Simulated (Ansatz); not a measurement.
## Coordination and ³³S quadrupole coupling in MgCrInS4

Cell: a Materials Project structure (computed, not necessarily an observed phase), atoms as given.

Space group Imma (No. 74); a = 7.3672, b = 7.5164, c = 10.6154 Å.

| site | Wyckoff | site symmetry | x | y | z |
| --- | --- | --- | --- | --- | --- |
| Mg | 4e | mm2 | 0.5000 | 0.2500 | 0.3742 |
| Cr | 4d | .2/m. | 0.7500 | 0.7500 | 0.2500 |
| In | 4b | 2/m.. | 0.5000 | 0.5000 | 0.0000 |
| S7 | 8h | m.. | 0.5000 | 0.9680 | 0.2491 |
| S8 | 8i | .m. | 0.2430 | 0.7500 | 0.4791 |

One atom of each set is listed; the run and its k-mesh use a cell of 14 atoms with edges of 7.47, 7.47, 7.47 Å.

The numbers come from a DFT calculation in Ansatz (PBE, plane waves and PAW, scalar-relativistic, collinear spin, 420 eV cutoff, Γ-centred 5×5×5 k-points, Fermi–Dirac smearing 0.02 eV). Start moments as typed (μB): 3 on each Cr, none on the rest.

Q(³³S) = -69.40 mb.

Task: Rank these S sites by |C_Q|, smallest first.
A. S7: 2 Cr at 2.47 Å, 1 Mg at 2.50 Å, 1 In at 2.66 Å
B. S8: 1 Cr at 2.43 Å, 1 Mg at 2.45 Å, 2 In at 2.60 Å

Result: B (2.36 MHz, η = 0.96), A (3.17 MHz, η = 0.39).

Like point charges on the first shell alone (each adding as 1/d³) would put S8 above S7: the covalent part of each bond and the atoms beyond the first shell count as well.

Without spin–orbit coupling (the program notes it for In) the gradients can shift somewhat, as the gap is small. All moments are parallel here, as the start or the cell imposes; many such compounds order antiparallel, where fields and spin densities carried over to other atoms largely cancel. The magnetic order is the one that the run reached from its start moments, not necessarily the measured one.
